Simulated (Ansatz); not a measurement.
ZnS (zinc blende)

Space group F-43m (No. 216); a = b = c = 5.3565 Å, α = β = γ = 90.00°

```json
[
 {"atom": "S", "site": "4d", "symmetry": "-43m", "x": "0.7500", "y": "0.7500", "z": "0.7500"},
 {"atom": "Zn", "site": "4a", "symmetry": "-43m", "x": "0.0000", "y": "0.0000", "z": "0.0000"}
]
```
(The calculation used a cell of 2 atoms; values per cell refer to that cell.)

Grid over V/V₀ and (c/a)/(c/a)₀, subscript 0 meaning the relaxed cell; the conventional c axis lies along z; no internal relaxation.

Calculation: PBEsol (plane waves to 420 eV, PAW, scalar-relativistic; Ansatz, a quantum-chemistry and plane-wave program). k mesh 11×11×11 (Γ-centred), Fermi-Dirac smearing 0.05 eV. E stands for the smeared free energy. ZnS was relaxed with its symmetry unable to fall.

Changes of ΔE (kJ/mol of atoms) from the point V/V₀ = 1.000, (c/a)/(c/a)₀ = 1.000 when one coordinate moves alone (two changes are said to add if the coupling is within 5 % of the smaller one, nearly so within 20 %):

```tsv
point	change
V/V₀ = 1.000, (c/a)/(c/a)₀ = 0.920	1.018
V/V₀ = 1.000, (c/a)/(c/a)₀ = 0.960	0.258
V/V₀ = 0.960, (c/a)/(c/a)₀ = 1.000	0.786
V/V₀ = 0.980, (c/a)/(c/a)₀ = 1.000	0.189
V/V₀ = 1.020, (c/a)/(c/a)₀ = 1.000	0.177
V/V₀ = 1.040, (c/a)/(c/a)₀ = 1.000	0.681
V/V₀ = 1.000, (c/a)/(c/a)₀ = 1.040	0.264
V/V₀ = 1.000, (c/a)/(c/a)₀ = 1.080	1.064
```

Task: Do the two effects add at V/V₀ = 0.960, (c/a)/(c/a)₀ = 0.920? Give the computed change.

Result: The sum of the single changes is 0.786 + (1.018) = 1.804; the calculation gives 1.706, so the coupling contributes -0.098 (under 20 % of the smaller single change, nearly additive).

Task: Do the two effects add at V/V₀ = 0.980, (c/a)/(c/a)₀ = 0.960? Give the computed change.

Result: The sum of the single changes is 0.189 + (0.258) = 0.447; the calculation gives 0.436, so the coupling contributes -0.011 (under 20 % of the smaller single change, nearly additive).

Task: Do the two effects add at V/V₀ = 1.020, (c/a)/(c/a)₀ = 1.080? Give the computed change.

Result: The sum of the single changes is 0.177 + (1.064) = 1.241; the calculation gives 1.275, so the coupling contributes 0.034 (under 20 % of the smaller single change, nearly additive).

(A scan under strain: stresses follow from slopes of the energy per volume, elastic moduli from its curvatures.)
